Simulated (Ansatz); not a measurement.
Values for one crystal, relaxed and computed with the program Ansatz at the PBEsol level (PAW); other levels are named.

- Volume per atom = 7.28 Å³
- Electronic character = metallic (no gap)
- Zone-centre stability = no imaginary mode at Γ
- Density of states at the Fermi level = 0.09 states/eV per atom (mean over ±0.08 eV)
- Pressure derivative B′ = 3.9
- Highest zone-centre frequency = 962 cm^-1
- Bulk modulus (Birch–Murnaghan fit) = 283 GPa

**Question.** Which of these materials gives this?
(A) CrB4, Immm (Cr on 2a, B on 8l)
(B) VCl2O, Immm (V on 2d, Cl on 4i, O on 2a)
(C) ZrB2, P6/mmm (Zr on 1a, B on 2d)
(D) ReB2, P6_3/mmc (Re on 2c, B on 4f)

**Answer.** A, CrB4, Immm (Cr on 2a, B on 8l)

The first step of the workflow began from a Materials Project structure, measured or hypothetical; the Crystallography Open Database files this formula in space group No. 71, but the cells were not matched. Its standing as an ambient phase is unchecked. Symmetry was held in the PBEsol relaxation. The run is not spin-polarised. As this level gives no gap, phonon frequencies hold no LO–TO term and depend on the k-mesh and smearing (Fermi–Dirac, 0.1 eV here).

Potentials: the later of the program's two PAW sets.
